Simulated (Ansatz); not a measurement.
Given:

MgZn2O3:
```
CELL_PARAMETERS angstrom
      3.00609     0.00000     0.00000
     -1.50304     2.60335     0.00000
      0.00000     0.00000     7.34129
ATOMIC_POSITIONS crystal
  Mg 0.00000 0.00000 0.00000
  Zn 0.33333 0.66667 0.66830
  Zn 0.66667 0.33333 0.33170
  O  0.33333 0.66667 0.16136
  O  0.66667 0.33333 0.83864
  O  0.00000 0.00000 0.50000
```

This is the r²SCAN-relaxed structure. Tensor components refer to the Cartesian frame of this cell.

**Question.** All from plane-wave PAW r²SCAN (Ansatz code), unless another level is named. Estimate the electron effective mass.

**Answer.** 0.27 mₑ (isotropic).

**Question.** Next, the hole effective mass, band 2 of 2 at the edge?

**Answer.** 0.46 along x, 3.4 along z (mₑ).

**Question.** And the valence-band maximum?

**Answer.** at Γ.

Space group P-3m1. The workflow started from a Materials Project entry (that database holds measured and hypothetical structures alike); the Crystallography Open Database copy checked does not list it. With Mg and Zn taken as one species the cell has the higher symmetry Fm-3m, so it may be an ordered model of a mixed-site phase. Its standing as an ambient phase is unchecked. The cell was relaxed with r²SCAN under the symmetry of its start; of distortions, only those at the zone centre were tested.

Potentials: the later of the program's two PAW sets.

Edges and masses are those of Kohn–Sham bands, whose gap is no quasiparticle gap.
